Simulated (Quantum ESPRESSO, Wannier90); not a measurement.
# Wannier functions of ZnS (zinc blende)

Cell from Materials Project (mp-10695), symmetrised, no further relaxation. COD (Crystallography Open Database) has the formula in 4 space groups, this one among them (matched by group alone). Level: PBEsol, no spin polarisation, no spin-orbit coupling; pw.x of Quantum ESPRESSO at 68 Ry with PseudoDojo potentials, 10×10×10 k-points, Wannier90. Density: 10×10×10 mesh, cold smearing 0.01 Ry.

```
begin unit_cell_cart
ang
    0.0000000000    2.6936850000    2.6936850000
    2.6936850000    0.0000000000    2.6936850000
    2.6936850000    2.6936850000    0.0000000000
end unit_cell_cart
mp_grid = 10 10 10
```

**Question.** Which shells of neighbouring k-points and which b-vectors and weights does Wannier90 pick for this cell and mesh?

**Answer.** 
```
 *---------------------------------- K-MESH ----------------------------------*
 +----------------------------------------------------------------------------+
 |                    Distance to Nearest-Neighbour Shells                    |
 |                    ------------------------------------                    |
 |          Shell             Distance (Ang^-1)          Multiplicity         |
 |          -----             -----------------          ------------         |
 |             1                   0.202006                      8            |
 |             2                   0.233256                      6            |
 |             3                   0.329874                     12            |
 |             4                   0.386812                     24            |
 |             5                   0.404011                      8            |
 |             6                   0.466512                      6            |
 |             7                   0.508370                     24            |
 |             8                   0.521577                     24            |
       ... (lines left out)
 +----------------------------------------------------------------------------+
 | The b-vectors are chosen automatically                                     |
 | The following shells are used:                       1                     |
 +----------------------------------------------------------------------------+
 |                        Shell   # Nearest-Neighbours                        |
 |                        -----   --------------------                        |
 |                          1               8                                 |
 +----------------------------------------------------------------------------+
 | Completeness relation is fully satisfied [Eq. (B1), PRB 56, 12847 (1997)]  |
 +----------------------------------------------------------------------------+
 |                  b_k Vectors (Ang^-1) and Weights (Ang^2)                  |
 |                  ----------------------------------------                  |
 |            No.         b_k(x)      b_k(y)      b_k(z)        w_b           |
 |            ---        --------------------------------     --------        |
 |             1         0.116628    0.116628   -0.116628     9.189754        |
 |             2         0.116628   -0.116628    0.116628     9.189754        |
 |             3        -0.116628    0.116628    0.116628     9.189754        |
 |             4         0.116628    0.116628    0.116628     9.189754        |
 |             5        -0.116628   -0.116628    0.116628     9.189754        |
 |             6        -0.116628    0.116628   -0.116628     9.189754        |
 |             7         0.116628   -0.116628   -0.116628     9.189754        |
 |             8        -0.116628   -0.116628   -0.116628     9.189754        |
```
